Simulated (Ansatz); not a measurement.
CsHgCl3 (cubic perovskite)

```
CELL_PARAMETERS angstrom
      5.32511     0.00000     0.00000
      0.00000     5.32511     0.00000
      0.00000     0.00000     5.32511
ATOMIC_POSITIONS crystal
  Cs 0.00000 0.00000 0.00000
  Hg 0.50000 0.50000 0.50000
  Cl 0.00000 0.50000 0.50000
  Cl 0.50000 0.00000 0.50000
  Cl 0.50000 0.50000 0.00000
```

The slice is a {100} plane (indices of the conventional cell) through the point (0.500, 0.000, 0.500) (fractional), spanned by u = [100] and v = [010] in vectors of this cell: u (5.33 Å) and v (5.33 Å, at 90° to u). It covers one period; positions are fractions (u, v).

Computed with r2SCAN (plane waves to 500 eV, PAW, scalar-relativistic; Ansatz, a quantum-chemistry and plane-wave program). k mesh 9×9×9. These are valence fields of a PAW run, semicore shells included where kept as valence: close to a nucleus they are smooth pseudo fields. At this level the bands of CsHgCl3 touch or barely overlap. CsHgCl3 was relaxed with its symmetry unable to fall. Spin-orbit coupling is left out, though Hg is heavy.

Problem. Sketch the valence electron density on this plane as a map.

Solution. 
```
|+*###*++=--:::::::--=++*###*|
|####**+==--:::::::--==+**###|
|####**+==--:::::::--==+**###|
|##***++=-------------=++***#|
|****++==-------------==++***|
|**+++===---=======---===+++*|
|+++++========+++========++++|
|**+++=====+++++++++=====+++*|
|#***++===++*******++===++***|
|%%##*+++++***###***+++++*##%|
|@%%##*+++**#######**+++*##%%|
|@@@%#*+++**#######**+++*#%@@|
|@@@%%**+**###*+*###**+**%%@@|
|@@@@%#*+**###+ +###**+*#%@@@|
|@@@%%**+**###*+*###**+**%%@@|
|@@@%#*+++**#######**+++*#%@@|
|@%%##*+++**#######**+++*##%%|
|%%##*+++++***###***+++++*##%|
|#***++===++*******++===++***|
|**+++=====+++++++++=====+++*|
|+++++========+++========++++|
|**+++===---=======---===+++*|
|****++==-------------==++***|
|##***++=-------------=++***#|
|####**+==--:::::::--==+**###|
|####**+==--:::::::--==+**###|
|+*###*++=--:::::::--=++*###*|
| +###*++=--:::.:::--=++*###+|
```
Scale: ten equal steps from -3.00 (start of ' ') to 1.23 (end of '@'), in the order ' .:-=+*#%@'. Values: log₁₀ of the valence density in e/Å³. The map has 28 points along u (one character each, u = 0 at the left) and 28 along v (v = 0 in the bottom row). The scale is logarithmic, as a density can span decades between atoms and voids; values under 0.001 e/Å³ are set to 0.001.
